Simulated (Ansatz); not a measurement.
The relaxed structure here is a generated cell of Bi: the first start was made by placing the elements on the sites of a structure type, and the end was not matched to a known phase here, so it may be hypothetical. Known forms of Bi include space group No. 166.

A relaxed structure of Bi. Space group I4/mmm (No. 139). Level of theory: r2SCAN (plane waves to 500 eV, PAW, scalar-relativistic; Ansatz, a quantum-chemistry and plane-wave program).

```xyz
2
Lattice="-2.2914 2.2914 3.4347 2.2914 -2.2914 3.4347 2.2914 2.2914 -3.4347" Properties=species:S:1:pos:R:3 pbc="T T T"
Bi     0.0000     0.0000     4.9343
Bi     0.0000     0.0000     1.9352
```

Q: What band gap does r2SCAN give?

A: No gap on the sampled points, where the bands overlap only slightly; such a result is sensitive to mesh and level.

No spin polarisation in the result.

The run could not lose the symmetry of its start, so the end can be a saddle point.

It was reached from a disturbed copy of a Pm-3m (No. 221) cell (simple cubic type), against which it lies -0.04 eV/atom.
